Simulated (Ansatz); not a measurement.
Input and command of a calculation in Ansatz (plane waves; scalar-relativistic PAW potentials unless the input names others):

```yaml
crystal:
  lattice:
    - [0.0, 3.0280572794, 3.0280572794]
    - [3.0280572794, 0.0, 3.0280572794]
    - [3.0280572794, 3.0280572794, 0.0]
  atoms:
    - { symbol: W, position: [0.0, 0.0, 0.0] }
    - { symbol: I, position: [0.25, 0.25, 0.25] }
basis:
  ecutwfc: 420
kpoints:
  mp_grid: { grid: [16, 16, 16] }
hamiltonian:
  xc: pbe
scf:
  occupations: { method: gaussian, width: 0.1 }
  mixing: { algorithm: broyden, beta: 0.1, ndim: 4 }
output:
  forces: true
  eigenvalues: true
  stress: true
relax:
  adjacent_minimum: "off"
  f_tol: 0.01
  max_steps: 80
  cell: { stress_tol: 0.05 }
```

```bash
ansatz run input.yaml --threads 1 --pin off --max-ram 2560MiB --backend cpu --events-out ev --progress --plain --runs-dir out
```

Abridged log:
```
Basis set: ecut = 420 eV, 1067 PW (Γ), exchange–correlation on 60×60×60 points (8 copies of the dense FFT grid, shifted against one another)
Bands: 20, of which v1, the nominal top of the filled ones, is band 16 counted from 1 (15 counted from 0)
Symmetry: 24 space group operations
k-points: 145 of 4096 (time reversal used)
SCF iter   1: F=—  HF=-17893.540926 eV  |F-HF|=—  |Δ(HF+E_count)|=         —  Δρ=4.77e-3  dr2=1.85e-2  ethr=1.77e-3  ⟨swp⟩=6.4  Hψ=16240  notcnv=0
SCF iter   2: F=—  HF=-17893.539732 eV  |F-HF|=—  |Δ(HF+E_count)|=   1.19e-3  Δρ=4.37e-3  dr2=1.55e-2  ethr=5.96e-5  ⟨swp⟩=1.1  Hψ=4113  notcnv=0  κ⁻¹=1.0e0(r=1)
SCF iter   3: F=—  HF=-17893.537383 eV  |F-HF|=—  |Δ(HF+E_count)|=   2.35e-3  Δρ=2.05e-3  dr2=1.95e-3  ethr=5.00e-5  ⟨swp⟩=2.3  Hψ=4700  notcnv=0  κ⁻¹=2.5e-4(r=2)
SCF iter   4: F=—  HF=-17893.537223 eV  |F-HF|=—  |Δ(HF+E_count)|=   1.60e-4  Δρ=1.88e-3  dr2=1.52e-3  ethr=6.28e-6  ⟨swp⟩=1.0  Hψ=2865  notcnv=0  κ⁻¹=3.5e-5(r=3)
SCF iter   5: F=—  HF=-17893.537050 eV  |F-HF|=—  |Δ(HF+E_count)|=   1.73e-4  Δρ=6.00e-4  dr2=1.88e-4  ethr=4.91e-6  ⟨swp⟩=2.0  Hψ=4968  notcnv=0  κ⁻¹=1.3e-6(r=4)
SCF iter   6: F=—  HF=-17893.537041 eV  |F-HF|=—  |Δ(HF+E_count)|=   9.50e-6  Δρ=5.83e-4  dr2=1.49e-4  ethr=6.05e-7  ⟨swp⟩=1.0  Hψ=2865  notcnv=0  κ⁻¹=2.4e-6(r=4)
SCF iter   7: F=—  HF=-17893.536969 eV  |F-HF|=—  |Δ(HF+E_count)|=   7.25e-5  Δρ=1.94e-4  dr2=1.82e-5  ethr=4.81e-7  ⟨swp⟩=2.0  Hψ=4973  notcnv=0  κ⁻¹=9.6e-6(r=4)
SCF iter   8: F=—  HF=-17893.536971 eV  |F-HF|=—  |Δ(HF+E_count)|=   2.09e-6  Δρ=1.09e-4  dr2=4.20e-6  ethr=5.87e-8  ⟨swp⟩=2.0  Hψ=3657  notcnv=0  κ⁻¹=6.7e-6(r=4)
   ...
SCF iter   9: F=—  HF=-17893.536985 eV  |F-HF|=—  |Δ(HF+E_count)|=  9.46e-11  Δρ=6.73e-7  dr2=1.02e-10  ethr=1.00e-12  ⟨swp⟩=2.0  Hψ=4607  notcnv=0  κ⁻¹=2.9e-5(r=4)
SCF iter  10: F=—  HF=-17893.536985 eV  |F-HF|=—  |Δ(HF+E_count)|=  6.18e-11  Δρ=4.46e-7  dr2=5.97e-11  ethr=1.00e-12  ⟨swp⟩=1.0  Hψ=2900  notcnv=0  κ⁻¹=2.1e-3(r=4)
SCF iter  11: F=—  HF=-17893.536985 eV  |F-HF|=—  |Δ(HF+E_count)|=  2.55e-11  Δρ=3.81e-7  dr2=4.71e-11  ethr=1.00e-12  ⟨swp⟩=1.0  Hψ=2900  notcnv=0  κ⁻¹=1.5e-4(r=4)
SCF iter  12: F=-17893.536985 eV  HF=-17893.536985 eV  |F-HF|=3.64e-12  |Δ(HF+E_count)|=  2.18e-11  Δρ=8.68e-8  dr2=2.52e-12  ethr=1.00e-12  ⟨swp⟩=6.3  Hψ=14984  notcnv=0
SCF 3 converged in 12 iterations: F = -17893.536985 eV  dr2 = 2.52e-12
relax step   3: F+E_penalty+E_count = -17893.53698501 eV  Δ(F+E_penalty+E_count) = -1.816e-5 eV  max|allowed force component| = 4.626e-17 eV/Å  Δτ_max = 0.0000 Å  P =  0.000 GPa  Ω = 55.605 Å³  energy of the carried Pulay correction = -1.293e-5 eV  (12 SCF iters, accepted)
Initial wavefunctions: pseudopotential atomic-orbital guess (no wavefunctions were taken with the density)
SCF iter   1: F=—  HF=-17893.536998 eV  |F-HF|=—  |Δ(HF+E_count)|=         —  Δρ=1.82e-6  dr2=3.53e-10  ethr=5.20e-8  ⟨swp⟩=3.4  Hψ=24910  notcnv=0
SCF iter   2: F=—  HF=-17893.536998 eV  |F-HF|=—  |Δ(HF+E_count)|=   2.36e-7  Δρ=1.59e-6  dr2=2.01e-10  ethr=1.14e-12  ⟨swp⟩=3.9  Hψ=7891  notcnv=0  κ⁻¹=1.0e0(r=1)
SCF iter   3: F=—  HF=-17893.536998 eV  |F-HF|=—  |Δ(HF+E_count)|=  1.46e-11  Δρ=1.40e-6  dr2=1.54e-10  ethr=1.00e-12  ⟨swp⟩=1.0  Hψ=2900  notcnv=0  κ⁻¹=2.7e-2(r=2)
SCF iter   4: F=-17893.536998 eV  HF=-17893.536998 eV  |F-HF|=7.28e-12  |Δ(HF+E_count)|=  6.91e-11  Δρ=1.76e-7  dr2=8.43e-12  ethr=1.00e-12  ⟨swp⟩=5.9  Hψ=16759  notcnv=0
SCF 4 converged in 4 iterations: F = -17893.536998 eV  dr2 = 8.43e-12
SCF converged after 4 iterations
Stability not checked: this state was not tested for a lower state beside it, because the mixer in use, unlike msr1, does not test its closes by its own steps (another_mixer; see scf.mixing.algorithm and scf.lower_state_search)
Free energy (F): -17893.536998 eV
Harris-Foulkes:  -17893.536998 eV  (|F-HF|=7.28e-12)
Internal energy: -17893.515331 eV  (E = F + TS)
E sigma→0 (E₀):  -17893.526164 eV
Entropy (-TS):   -0.021667 eV (-10.833 meV/atom)
Fermi energy:    11.992966 eV
--- Forces (eV/Å), atoms counted from 1 ---
  atom   1  W      0.00000000     0.00000000     0.00000000
  atom   2  I      0.00000000     0.00000000     0.00000000
--- Stress (GPa, compression-positive) ---
       -0.000439       0.000000       0.000000
        0.000000      -0.000439       0.000000
        0.000000       0.000000      -0.000439
  P = ⅓ Tr σ = -0.0004 GPa (-0.004 kbar)
--- Relaxed structure (3 steps of the walk, 2 accepted, 1 SCFs on fresh bases) ---
  F+E_penalty+E_count = -17893.53699756 eV   max|allowed force component| = 3.238e-17 eV/Å   (the final SCF, on the basis selected at the relaxed cell)
  cell:  # Å, volume = 55.6052 Å³
    - [0.0, 3.02943588, 3.02943588]
    - [3.02943588, 0.0, 3.02943588]
    - [3.02943588, 3.02943588, 0.0]
  atoms:
    - { symbol: W, position: [0.0, 0.0, 0.0] }
    - { symbol: I, position: [0.25, 0.25, 0.25] }
```

Apart from outputs and empty bands, the input differs from a reference run on usual settings in scf.mixing.algorithm: not typed → "broyden"; scf.mixing.beta: not typed → 0.1; scf.mixing.ndim: not typed → 4. The reference, at the same start, ended its own course with a relaxed volume of 27.80 Å³/atom, pressure 0.00 GPa, largest force 0.000 eV/Å, no gap on the mesh. This run converged in 32 SCF iterations over all its steps (reference: 21) with an energy at zero smearing within 0.01 meV/atom of the reference's, a relaxed volume of 27.80 Å³/atom, pressure 0.00 GPa, largest force 0.000 eV/Å, no gap on the mesh.

Time: 81 s on 1 thread of Arm Neoverse V1 (shared host), peak memory 0.47 GiB.